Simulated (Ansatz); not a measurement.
A distorted cell of Lu (hcp, Mg type):

```
Lu
1.0
    3.62029     0.00000     0.00000
   -1.81015     3.13526     0.00000
    0.00000     0.00000     5.63839
Lu
2
Cartesian
  0.00000   2.09018   4.22879
  1.81015   1.04509   1.40960
```

These are PBE (plane waves to 420 eV, PAW, scalar-relativistic; Ansatz, a program for electronic structure) values and carry that method's errors. k mesh 15×15×9 (Γ-centred), Fermi-Dirac smearing 0.05 eV. The energy includes the smearing's −TS. Compression counts positive. Lu is run without spin polarisation. Lu was relaxed with its symmetry unable to fall.

Q: Give the stress tensor in GPa and the pressure.

A: 
```
   -3.8      0.0      0.0
    0.0     -3.8      0.0
    0.0      0.0     -3.6
```
The pressure, a third of the trace, is -3.8 GPa.

Q: It is the relaxed cell scaled evenly to V/V₀ = 1.100, atoms relaxed where free. What is its energy relative to the relaxed cell?

A: 37 meV/atom.

(A scan under strain: stresses follow from slopes of the energy per volume, elastic moduli from its curvatures.)
